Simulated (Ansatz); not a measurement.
A crystal relaxed with r2SCAN in the PAW code Ansatz has space group P4_2/mnm (No. 136) and a = 4.185 Å, c = 2.669 Å.

```tsv
atom	site	x	y	z
Xx	2a	0.5000	0.5000	0.5000
O	4f	0.1939	0.8061	0.5000
```

r2SCAN gives a direct gap of 6.51 eV at Γ. The HSE06 gap is direct at Γ: 7.66 eV. Meshes: r2SCAN 6×6×10, HSE06 4×4×6. r2SCAN's ε∞ is 3.2 along x and y, 3.4 along z.

Problem. Which element is Xx?
A. Sn
B. C
C. Ge
D. Si

Solution. D. Xx is Si: SiO2 on the sites of the rutile structure (relaxed group P4_2/mnm). Si has 6 O at 1.76–1.81 Å; O has 3 Si at 1.76–1.81 Å.

The values are computed, spin-unpolarised, and not measurements.

The meshes of the hybrids are coarse, so their gaps aren't converged to the digits shown.

For a response run the program warns that the ground state's bands aren't all converged, so ε∞ carries an extra error.
